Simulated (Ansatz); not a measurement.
**RbSb3S4, before and after**

A trial structure of RbSb3S4 was built thus: random cell by space group and Wyckoff sites (R-3m, No. 166). The dimensions are guesses.

start.cif

```cif
data_structure
_symmetry_space_group_name_H-M 'R-3m:H'
_symmetry_Int_Tables_number 166
_cell_length_a 7.0203
_cell_length_b 7.0203
_cell_length_c 19.2894
_cell_angle_alpha 90.000
_cell_angle_beta 90.000
_cell_angle_gamma 120.000
_cell_volume 823.29
loop_
_atom_site_label
_atom_site_type_symbol
_atom_site_symmetry_multiplicity
_atom_site_Wyckoff_symbol
_atom_site_fract_x
_atom_site_fract_y
_atom_site_fract_z
_atom_site_occupancy
Rb1 Rb 3 b 0.33333 0.66667 0.16667 1
Sb1 Sb 9 d 0.83333 0.66667 0.16667 1
S1 S 9 e 0.50000 0.00000 0.00000 1
S2 S 3 a 0.00000 0.00000 0.00000 1
```

All numbers below come from DFT PBE, scalar-relativistic, plane waves, PAW (Ansatz 0.2.0). Cutoff 420 eV, Gaussian smearing, Γ-centred meshes. Cell and atoms relax first on a coarse mesh and then on a finer one. In between, the cell is made exact in the group found at 0.06 Å. In metals the finer mesh still leaves noise of several meV/atom or more. The steps can't lower the symmetry of their start. No spin polarisation.

end.cif

```cif
data_structure
_symmetry_space_group_name_H-M 'Pm-3m'
_symmetry_Int_Tables_number 221
_cell_length_a 5.8851
_cell_length_b 5.8851
_cell_length_c 5.8851
_cell_angle_alpha 90.000
_cell_angle_beta 90.000
_cell_angle_gamma 90.000
_cell_volume 203.82
loop_
_atom_site_label
_atom_site_type_symbol
_atom_site_symmetry_multiplicity
_atom_site_Wyckoff_symbol
_atom_site_fract_x
_atom_site_fract_y
_atom_site_fract_z
_atom_site_occupancy
Rb1 Rb 1 b 0.50000 0.50000 0.50000 1
Sb1 Sb 3 d 0.00000 0.50000 0.00000 1
S1 S 3 c 0.50000 0.00000 0.50000 1
S2 S 1 a 0.00000 0.00000 0.00000 1
```

The symmetry goes from R-3m (No. 166) to Pm-3m (No. 221). The volume per atom shrinks by 25.7 %, from 34.3 to 25.5 Å³. The shortest distance goes from 3.51 Å (Rb–Sb, S–S and Sb–Sb) to 2.94 Å (Rb–S and Sb–S). The energy falls by about 1.1 eV/atom (the start's value is from the coarse mesh). The end is written in a standard setting, so origin, axes and order of atoms can differ from the start's.

```yaml
Volume_per_atom: 25.48 Å³
Density: 4.72 g/cm³
Energy_over_the_elements: −0.13 eV/atom
Gap_on_the_6×6×6_mesh_of_the_8-atom_cell: 0 eV (a metal)
```

Energies over the elements count from the elements' standard structures at the same level, with no fitted energy shifts. Whether it is stable depends on the other phases of the system, which aren't compared here.

The last run used Gaussian smearing of 0.10 eV. The end has R-3m (No. 166) at a tolerance of 0.01 Å; the cell shown is made exact in the group found at 0.05 Å. Spin–orbit coupling, which can matter for Sb, is left out. The reference form of S is held partly by dispersion forces, which this level lacks. A structure relaxed within its symmetry needn't be a true minimum. In all, the 3 runs took 2.1 min on 1 thread of INTEL(R) XEON(R) PLATINUM 8581C CPU @ 2.10GHz (Emerald Rapids) (shared host).
